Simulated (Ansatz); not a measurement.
Input and steps of a relaxation of cell and atoms on SnOSe as a Janus 1T monolayer (Ansatz, LDA). It starts from the PBE minimum.

```yaml
crystal:
  lattice:
    - [3.5498953373, 0.0, 0.0]
    - [-1.7749476687, 3.0742995429, 0.0]
    - [0.0, 0.0, 29.2993396888]
  atoms:
    - { symbol: Sn, position: [0.0, 0.0, 0.3159433957] }
    - { symbol: O, position: [0.3333333333, 0.6666666667, 0.3469788418] }
    - { symbol: Se, position: [0.6666666667, 0.3333333333, 0.2586002366] }
  periodic: [true, true, false]
kpoints:
  mp_grid: { grid: [12, 12, 1] }
hamiltonian:
  xc: lda
scf:
  occupations: { method: fermi_dirac, width: 0.02 }
relax:
  f_tol: 0.005
  cell: {}
```

The trajectory has 12 recorded frames, each with fractional positions and then forces in eV/Å along x, y and z. The last, and any step after a large change of cell, is solved on a basis re-selected at its cell; pressure is positive in compression.

Step 1: energy 0.0 meV/atom from step 1, largest force component 0.513 eV/Å; a = 3.550 Å, b = 3.550 Å, c = 29.299 Å, α = 90.00°, β = 90.00°, γ = 120.00°
```
Sn 0.0000 0.0000 0.3159     0.000   0.000   0.003
O  0.3333 0.6667 0.3470     0.000   0.000  -0.513
Se 0.6667 0.3333 0.2586     0.000   0.000   0.510
```

Step 2: energy -13.0 meV/atom from step 1, largest force component 0.756 eV/Å; a = 3.490 Å, b = 3.490 Å, c = 29.299 Å, α = 90.00°, β = 90.00°, γ = 120.00°
```
Sn 0.0000 0.0000 0.3154     0.000   0.000   0.569
O  0.3333 0.6667 0.3449     0.000   0.000   0.187
Se 0.6667 0.3333 0.2613     0.000   0.000  -0.756
```

Step 3: energy -23.3 meV/atom from step 1, largest force component 0.089 eV/Å; a = 3.476 Å, b = 3.476 Å, c = 29.299 Å, α = 90.00°, β = 90.00°, γ = 120.00°
```
Sn 0.0000 0.0000 0.3160     0.000   0.000   0.090
O  0.3333 0.6667 0.3463     0.000   0.000  -0.055
Se 0.6667 0.3333 0.2592     0.000   0.000  -0.034
```

Step 4: energy -23.9 meV/atom from step 1, largest force component 0.069 eV/Å; a = 3.467 Å, b = 3.467 Å, c = 29.299 Å, α = 90.00°, β = 90.00°, γ = 120.00°
```
Sn 0.0000 0.0000 0.3161     0.000   0.000   0.069
O  0.3333 0.6667 0.3464     0.000   0.000  -0.020
Se 0.6667 0.3333 0.2590     0.000   0.000  -0.048
```

Problem. How does the relaxation go on, and where does it end?

Solution.
Step 5: energy -24.4 meV/atom from step 1, largest force component 0.046 eV/Å; a = 3.458 Å, b = 3.458 Å, c = 29.299 Å, α = 90.00°, β = 90.00°, γ = 120.00°
```
Sn 0.0000 0.0000 0.3164     0.000   0.000   0.046
O  0.3333 0.6667 0.3465     0.000   0.000   0.001
Se 0.6667 0.3333 0.2586     0.000   0.000  -0.046
```

Step 6 (rejected): energy -24.5 meV/atom from step 1, largest force component 0.127 eV/Å; a = 3.447 Å, b = 3.447 Å, c = 29.299 Å, α = 90.00°, β = 90.00°, γ = 120.00°
```
Sn 0.0000 0.0000 0.3167     0.000   0.000  -0.126
O  0.3333 0.6667 0.3467     0.000   0.000   0.037
Se 0.6667 0.3333 0.2581     0.000   0.000   0.090
```

Step 7: energy -24.5 meV/atom from step 1, largest force component 0.024 eV/Å; a = 3.457 Å, b = 3.457 Å, c = 29.299 Å, α = 90.00°, β = 90.00°, γ = 120.00°
```
Sn 0.0000 0.0000 0.3165     0.000   0.000   0.025
O  0.3333 0.6667 0.3466     0.000   0.000  -0.001
Se 0.6667 0.3333 0.2585     0.000   0.000  -0.023
```

Step 8: energy -24.6 meV/atom from step 1, largest force component 0.020 eV/Å; a = 3.454 Å, b = 3.454 Å, c = 29.299 Å, α = 90.00°, β = 90.00°, γ = 120.00°
```
Sn 0.0000 0.0000 0.3166     0.000   0.000  -0.020
O  0.3333 0.6667 0.3467     0.000   0.000   0.001
Se 0.6667 0.3333 0.2583     0.000   0.000   0.020
```

Step 9: energy -24.6 meV/atom from step 1, largest force component 0.004 eV/Å; a = 3.455 Å, b = 3.455 Å, c = 29.299 Å, α = 90.00°, β = 90.00°, γ = 120.00°
```
Sn 0.0000 0.0000 0.3165     0.000   0.000   0.004
O  0.3333 0.6667 0.3466     0.000   0.000   0.000
Se 0.6667 0.3333 0.2584     0.000   0.000  -0.003
```

Step 10: energy -22.7 meV/atom from step 1, largest force component 0.004 eV/Å; a = 3.455 Å, b = 3.455 Å, c = 29.299 Å, α = 90.00°, β = 90.00°, γ = 120.00°
```
Sn 0.0000 0.0000 0.3165     0.000   0.000   0.004
O  0.3333 0.6667 0.3466     0.000   0.000   0.001
Se 0.6667 0.3333 0.2584     0.000   0.000  -0.004
```

Step 11: energy -22.8 meV/atom from step 1, largest force component 0.004 eV/Å; a = 3.452 Å, b = 3.452 Å, c = 29.299 Å, α = 90.00°, β = 90.00°, γ = 120.00°
```
Sn 0.0000 0.0000 0.3165     0.000   0.000   0.004
O  0.3333 0.6667 0.3467     0.000   0.000  -0.003
Se 0.6667 0.3333 0.2583     0.000   0.000   0.000
```

Step 12: energy -22.7 meV/atom from step 1, largest force component 0.004 eV/Å; a = 3.452 Å, b = 3.452 Å, c = 29.299 Å, α = 90.00°, β = 90.00°, γ = 120.00°
```
Sn 0.0000 0.0000 0.3165     0.000   0.000   0.004
O  0.3333 0.6667 0.3467     0.000   0.000  -0.003
Se 0.6667 0.3333 0.2583     0.000   0.000   0.000
```

In 10 steps the area changed by -5.4 %; between the first SCF and the last, each on a basis chosen for its cell, the energy fell by 22.7 meV an atom. At the end: in-plane lattice: a = 3.452 Å, b = 3.452 Å, γ = 120.0°; thickness between the outer nuclei 2.59 Å. Sn is surrounded by 3 O at 2.18 Å and 3 Se at 2.62 Å; O is surrounded by 3 Sn at 2.18 Å; Se is surrounded by 3 Sn at 2.62 Å.

Wall time 98 s on 1 × NVIDIA H100 80GB HBM3 with 2 threads of AMD EPYC 7R13 Processor (Zen 3), on a shared host, load about 1.4 per core; peak host memory 1.2 GiB.

Computed, not measured; no magnetism was allowed, and whether the structure is a known phase isn't checked.

Overlapping bands make a metal at that level, for which these meshes are coarse; small forces, stresses and energy differences are uncertain. A small overlap in a semilocal functional can be an artefact that a hybrid or GW lifts.
